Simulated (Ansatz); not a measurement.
**Zone-centre phonons of Sn: input and output**

Level of theory: DFT LDA, scalar-relativistic, plane waves, PAW (Ansatz).

Launched with:
```bash
ansatz run input.yaml --threads 1 --pin off --max-ram 3072MiB --backend cpu --events-out ev --progress --plain --runs-dir out
```

Input (bare energies are in eV):
```yaml
crystal:
  lattice:
    - [0.0, 3.2381289419, 3.2381289419]
    - [3.2381289419, 0.0, 3.2381289419]
    - [3.2381289419, 3.2381289419, 0.0]
  atoms:
    - { symbol: Sn, position: [0.5, 0.5, 0.5] }
    - { symbol: Sn, position: [0.75, 0.75, 0.75] }
basis:
  ecutwfc: 420
kpoints:
  mp_grid: { grid: [12, 12, 12] }
hamiltonian:
  xc: lda
scf:
  occupations: { method: fermi_dirac, width: 0.15 }
output:
  eigenvalues: true
phonons:
  method: dfpt
  eigenvectors: true
```

The end of the output:
```
--- Phonons (Γ-DFPT): 1 representative perturbation + reference, on 163 of 1728 k-points (Σ response iterations 3) ---
  k mesh reduced under 8 symmetry operations, with k and −k counted as one. Each operation leaves every solved displacement unchanged or reverses it
  ASR residual: 3.278e-5 → 0.000e0 eV/Å²; symmetrization residual: 2.747e-12 eV/Å²
  ASR residual per site (eV/Å²): 3.28e-5 3.28e-5
  Γ frequencies (cm⁻¹): 0.00 0.00 0.00 186.21 186.21 186.21
  non-analytic LO–TO correction: not included (Born effective charges unavailable; polar crystals: no LO–TO splitting at Γ)
```

It took 40 s on 1 thread of AMD EPYC 7R43 64-Core Processor (Zen 3) (shared host), peak memory 0.91 GiB.

In a metal, frequencies and elastic constants depend on the k mesh and the smearing, soft modes and shear constants most.